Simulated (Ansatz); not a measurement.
K$_{2}$TiCl$_{6}$ (space group Fm-3m)

```
K2TiCl6
1.0
    0.00000     4.86625     4.86625
    4.86625     0.00000     4.86625
    4.86625     4.86625     0.00000
K Ti Cl
2 1 6
Direct
  0.25000   0.25000   0.25000
  0.75000   0.75000   0.75000
  0.00000   0.00000   0.00000
  0.76029   0.23971   0.76029
  0.23971   0.76029   0.23971
  0.76029   0.23971   0.23971
  0.23971   0.76029   0.76029
  0.76029   0.76029   0.23971
  0.23971   0.23971   0.76029
```

E(V) scan at fixed shape, V₀ the volume above. The atoms relax within the cell's symmetry.

These are PBEsol (plane waves to 420 eV, PAW, scalar-relativistic; Ansatz, a program for electronic structure) values and carry that method's errors. k mesh 6×6×6 (Γ-centred), Fermi-Dirac smearing 0.05 eV. Energies are smeared free energies. K2TiCl6 is run without spin polarisation. K2TiCl6 was relaxed with its symmetry unable to fall. The zero of ΔE is the relaxed starting cell.

Question: Predict the ΔE (meV/atom) at V/V₀ = 0.840, 0.880, 0.920, 1.080, 1.160.

Answer: 
```tsv
V/V₀	ΔE (meV/atom)
0.840	49.5
0.880	24.5
0.920	9.6
1.080	6.3
1.160	20.6
```

(A scan under strain: stresses follow from slopes of the energy per volume, elastic moduli from its curvatures.)
